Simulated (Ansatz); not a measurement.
A geometry of Zr away from equilibrium: step 4 of the relaxation of a relaxed Zr cell, doubled along one cell vector, shaken by Gaussian noise of σ = 0.08 Å a coordinate. Method: r2SCAN (plane waves to 500 eV, PAW, scalar-relativistic; Ansatz, a program for electronic structure). Γ-centred k-mesh 11×7×3 on the run's cell (coarser than for final values), Fermi–Dirac smearing 0.05 eV. The plane waves were selected for a different cell earlier on the path.

```yaml
crystal:
  lattice:
    - [3.03746, 0.00099, -0.01596]
    - [0.00164, 4.96598, 0.00040]
    - [-0.05798, 0.00087, 10.67049]
  atoms:
    - { symbol: Zr, position: [0.57401, 0.50615, 0.00792] }
    - { symbol: Zr, position: [0.64475, 0.49215, 0.49186] }
    - { symbol: Zr, position: [0.88506, 0.98518, 0.25196] }
    - { symbol: Zr, position: [0.04491, 0.99589, 0.74891] }
    - { symbol: Zr, position: [0.26188, 0.48511, 0.25047] }
    - { symbol: Zr, position: [0.57485, 0.49555, 0.75048] }
```

Question: Give the Cartesian forces on all atoms (eV/Å).

Answer: 
```tsv
atom	Fx	Fy	Fz
Zr1	0.17	-0.02	0.44
Zr2	0.20	-0.01	-0.40
Zr3	-0.30	0.03	0.02
Zr4	0.20	-0.01	0.01
Zr5	-0.16	-0.01	-0.04
Zr6	-0.11	0.02	-0.03
```

The path ends in Cmcm (No. 63). No spin polarisation in the result.

The end of the path is a generated cell of Zr: the first start was made by a random draw of sites in a space group, and the end was not matched to a known phase here, so it may be hypothetical. Known forms of Zr include space group No. 194.
